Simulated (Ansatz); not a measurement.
MgB2 (AlB2 type, space group P6/mmm)

```yaml
crystal:
  lattice:
    - [3.07432, 0.00000, 0.00000]
    - [-1.53716, 2.66244, 0.00000]
    - [0.00000, 0.00000, 3.52754]
  atoms:
    - { symbol: Mg, position: [0.00000, 0.00000, 0.00000] }
    - { symbol: B, position: [0.33333, 0.66667, 0.50000] }
    - { symbol: B, position: [0.66667, 0.33333, 0.50000] }
```

Grid over V/V₀ and (c/a)/(c/a)₀, subscript 0 meaning the relaxed cell; the conventional c axis lies along z; no internal relaxation.

These are PBE (plane waves to 420 eV, PAW, scalar-relativistic; Ansatz, a program for electronic structure) values and carry that method's errors. k mesh 17×17×13 (Γ-centred), Fermi-Dirac smearing 0.05 eV. The energy includes the smearing's −TS. Stress and pressure are positive under compression. With partly filled bands, the response to shear is sensitive to the k mesh, so small differences along c/a are uncertain. MgB2 was relaxed with its symmetry unable to fall. ΔE is measured from the relaxed starting cell.

ΔE (meV/atom), with V/V₀ across and (c/a)/(c/a)₀ down:

| (c/a)/(c/a)₀ \ V/V₀ | 0.960 | 0.980 | 1.000 | 1.020 | 1.040 |
|---|---|---|---|---|---|
| 0.920 | 37 | 35 | 36 | 42 | 50 |
| 0.960 | 13 | 9 | 9 | 12 | 19 |
| 1.000 | 8 | 2 | 0 | 2 | 7 |
| 1.040 | 22 | 13 | 9 | 9 | 12 |
| 1.080 | 56 | 45 | 39 | 36 | 37 |

σzz (GPa), with V/V₀ across and (c/a)/(c/a)₀ down:

| (c/a)/(c/a)₀ \ V/V₀ | 0.960 | 0.980 | 1.000 | 1.020 | 1.040 |
|---|---|---|---|---|---|
| 0.920 | 16.5 | 13.6 | 11.0 | 8.5 | 6.3 |
| 0.960 | 10.9 | 8.2 | 5.6 | 3.4 | 1.3 |
| 1.000 | 4.9 | 2.3 | 0.0 | -2.1 | -4.1 |
| 1.040 | -2.4 | -4.6 | -6.7 | -8.5 | -10.2 |
| 1.080 | -9.9 | -11.9 | -13.7 | -15.2 | -16.7 |

Read from the data:

| Property | Value |
|---|---|
| Lowest place on the grid | V/V₀ = 1.000, (c/a)/(c/a)₀ = 1.000 (0 meV/atom) |
| Highest place on the grid | V/V₀ = 0.960, (c/a)/(c/a)₀ = 1.080 (56 meV/atom) |

(A scan under strain: stresses follow from slopes of the energy per volume, elastic moduli from its curvatures.)
